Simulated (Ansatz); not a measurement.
**CaTi4O9: Coordination and ¹⁷O quadrupole coupling**

Cell: a Materials Project structure (computed, not necessarily an observed phase), atoms as given.

Space group P4/n:1 (No. 85); a = 8.5211, c = 5.2312 Å.

| site | Wyckoff | site symmetry | x | y | z |
| --- | --- | --- | --- | --- | --- |
| Ca | 2c | 4.. | 0.0000 | 0.5000 | 0.1335 |
| Ti | 8g | 1 | 0.0899 | 0.7829 | 0.6198 |
| O11 | 2b | -4.. | 0.0000 | 0.0000 | 0.5000 |
| O13 | 8g | 1 | 0.7405 | 0.9305 | 0.0696 |
| O21 | 8g | 1 | 0.1061 | 0.2939 | 0.4635 |

One atom of each set is listed.

All values are calculated (Ansatz; DFT, PBE, plane waves and PAW, scalar-relativistic, 420 eV cutoff, Γ-centred 3×3×5 k-points, Fermi–Dirac smearing 0.02 eV), not measured.

Q(¹⁷O) = -25.58 mb.

**Question.** Rank these O sites by |C_Q|, smallest first.
A. O13: 1 Ti at 1.67 Å; also 1 Ca at 2.38 Å
B. O11: 4 Ti at 2.10 Å
C. O21: 3 Ti at 1.97–2.03 Å; also 1 Ca at 2.62 Å

**Answer.** A (0.605 MHz, η = 0.42), C (1.63 MHz, η = 0.23), B (1.95 MHz, η = 0.00).

An axis of threefold or higher order runs through O11, so V_zz lies along it and η is zero. Like point charges on the first shell alone (each adding as 1/d³) would give another order (O21 < O11 < O13): the covalent part of each bond and the atoms beyond the first shell count as well.

The largest force is 0.3 eV/Å, so the atoms aren't at the calculated equilibrium and relaxing them would move these values.
